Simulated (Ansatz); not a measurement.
## Which element?

Cell vectors (Å):

```
0.0000 2.3347 2.3347
2.3347 0.0000 2.3347
2.3347 2.3347 0.0000
```

```
atom       a       b       c
  Zr  0.5000  0.5000  0.5000
   X  0.0000  0.0000  0.0000
```

Computed with PBEsol, all-electron LAPW in Ansatz 0.2.0, scalar-relativistic. k mesh 18×18×18, strains of ±0.005, Fermi-Dirac smearing of 0.100 eV.

Elastic constants of a crystal by Kohn-Sham DFT: slopes of the stress over finite engineering strains of the given cell, Voigt indices, Cartesian axes as in the cell vectors.

```csv
index,elastic (GPa)
11,496
12,106
44,155.5
```

Q: All X atoms are one element. Which one was computed?

A: C; the crystal is ZrC (Fm-3m).

Limits of these numbers: responses of metals move with mesh and smearing.
